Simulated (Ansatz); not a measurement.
Fields on a plane of BP (zinc blende)

```
BP
1.0
    0.00000     2.27421     2.27421
    2.27421     0.00000     2.27421
    2.27421     2.27421     0.00000
P B
1 1
Direct
  0.25000   0.25000   0.25000
  0.00000   0.00000   0.00000
```

The slice is a {110} plane (indices of the conventional cell) through the point (0.000, 0.000, 0.000) (fractional), spanned by u = [100] and v = [1 -1 -1] in vectors of this cell: u (3.22 Å) and v (4.55 Å, at 90° to u). It covers one period; positions are fractions (u, v).

Atoms on it: P at (0.50, 0.75); B at (0.00, 0.00).

Calculation: PBE (plane waves to 420 eV, PAW, scalar-relativistic; Ansatz, a quantum-chemistry and plane-wave program). k mesh 12×12×12. Inside the PAW spheres the values are not all-electron values, and peaks at nuclei hang on which shells count as valence. BP was relaxed with its symmetry unable to fall.

```
|-*@%#*+=+*#%@*|
|#%@@@%***%@@@%|
|+*#@@@*=*@@@#*|
|==+#%#-.-#%#+=|
|::=+*+. .+*+=:|
|..:-==:.:==-:.|
|  .:-=====-:. |
|   .:=+*+=:.  |
|   .:-===-:.  |
|    .:::::.   |
|     .....    |
|              |
|              |
|...         ..|
|::..       ..:|
|=-:.       .:-|
|++-:.     .:-+|
|#*+-:.   .:-+*|
|-+*=-:...:-=*+|
| -#*+--:--+*#-|
```
Scale: ten equal steps from 0.000 (start of ' ') to 0.260 (end of '@'), in the order ' .:-=+*#%@'. Values: density of the highest valence band (whole band, smooth part) in e/Å³. The map has 14 points along u (one character each, u = 0 at the left) and 20 along v (v = 0 in the bottom row). 

```
|#%@@@%%%%%@@@%|
|@@@@@@@@@@@@@@|
|%%@@@@%%%@@@@%|
|##%@@@*=*@@@%#|
|**#%@%= =%@%#*|
|++*#%%*=*%%#*+|
|-=+*%%%%%%%*+=|
|:-=+#%%@%%#+=-|
|.:-=*#%%%#*=-:|
|..:-=+***+=-:.|
|.::--==+==--::|
|:::::-----::::|
|---:::::::::--|
|+==-:.....:-==|
|**+=-:. .:-=+*|
|##*+=:...:=+*#|
|%%#*=-:::-=*#%|
|@%%#+=---=+#%%|
|#%%%#*+++*#%%%|
|+#@%%#***#%%@#|
```
Scale: ten equal steps from -1.56 (start of ' ') to -0.02 (end of '@'), in the order ' .:-=+*#%@'. Values: log₁₀ of the valence density in e/Å³. The map has 14 points along u (one character each, u = 0 at the left) and 20 along v (v = 0 in the bottom row). The scale is logarithmic, as a density can span decades between atoms and voids.

The density on the P–B line (1.97 Å) at its midpoint is 0.89 e/Å³ and the ELF at that point comes out as 0.9. ELF maximum in the middle third of the P–B line: 0.95, 0.8 Å from P.
